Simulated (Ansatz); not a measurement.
SiC (wurtzite)

```
SiC
1.0
    3.07590     0.00000     0.00000
   -1.53795     2.66381     0.00000
    0.00000     0.00000     5.04769
Si C
2 2
Direct
  0.66667   0.33333   0.00051
  0.33333   0.66667   0.50051
  0.66667   0.33333   0.62469
  0.33333   0.66667   0.12469
```

This relaxed cell (volume V₀) is scaled evenly in all directions, its shape held. The atoms relax within the cell's symmetry.

Computed with PBEsol (plane waves to 420 eV, PAW, scalar-relativistic; Ansatz, a program for electronic structure). k mesh 12×12×7 (Γ-centred), Fermi-Dirac smearing 0.05 eV. Energies are smeared free energies. Stress and pressure are positive under compression. With the shape held, the modulus is that of even scaling; a crystal free to change shape is softer. SiC was relaxed with its symmetry unable to fall. The zero of ΔE is the relaxed starting cell.

```
V (Å³/atom)  ΔE (meV/atom)
-----------  -------------
9.719                 28.6
9.874             withheld
10.030                 6.8
10.185                 1.7
10.340                 0.0
10.495                 1.6
10.650                 6.1
10.805                13.5
10.960                23.5
```

### Question
Fit a third-order Birch-Murnaghan form (E₀, V₀, B₀, B₀′ free) to the given rows and predict ΔE at V = 9.874.

### Answer
Least squares on the 8 given rows: ΔE = E₀ + (9V₀B₀/16)·y²·[2 + (B₀′ − 4)y], y = (V₀/V)^(2/3) − 1, with V₀ = 10.341 Å³/atom, B₀ = 222.4 GPa (160.2 GPa = 1 eV/Å³; the term in eV is multiplied by 1000), B₀′ = 3.66, E₀ = 0.01 meV/atom; root-mean-square residual 0.02 meV/atom. At 9.874 the fit gives 15.7 meV/atom; the calculation gives 15.7 meV/atom, the same to the digits shown. For the pressure the fit gives 11.2 GPa against the computed 11.2 GPa.

(Under strain, the slope of the energy per volume gives the stress and its curvature an elastic modulus.)
